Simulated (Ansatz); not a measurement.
A geometry of BeAu away from equilibrium: step 3 of the relaxation of a relaxed BeAu cell, doubled along one cell vector, shaken by Gaussian noise of σ = 0.08 Å a coordinate. Computed with PBEsol (plane waves to 420 eV, PAW, scalar-relativistic; Ansatz, an electronic-structure program). Γ-centred k-mesh 10×14×7 on the run's cell (coarser than for final values), Fermi–Dirac smearing 0.05 eV.

```yaml
crystal:
  lattice:
    - [-1.34211, 2.01031, 2.58901]
    - [1.32146, -1.96572, 2.54293]
    - [2.70467, 3.94510, -5.10764]
  atoms:
    - { symbol: Au, position: [0.00424, 0.95788, 0.00848] }
    - { symbol: Au, position: [0.00265, 0.00580, 0.47168] }
    - { symbol: Be, position: [0.47552, 0.42522, 0.96449] }
    - { symbol: Be, position: [0.57280, 0.60713, 0.52609] }
```

**Question.** What forces act on the atoms (eV/Å)?

**Answer.** 
| atom | Fx | Fy | Fz |
|---|---|---|---|
| Au1 | -0.11 | -0.07 | -0.15 |
| Au2 | 0.24 | -0.01 | 0.28 |
| Be3 | -0.15 | 0.04 | -0.37 |
| Be4 | 0.01 | 0.04 | 0.24 |

**Question.** What is the pressure?

**Answer.** -0.7 GPa, compression positive.

**Question.** How far above the relaxed end point is this geometry?

**Answer.** 0.19 eV/atom; the path ends in C2/m (No. 12).

No spin polarisation in the result.

The end of the path is a generated cell of BeAu: the first start was made by placing the elements on the sites of a structure type, and the end was not matched to a known phase here, so it may be hypothetical.
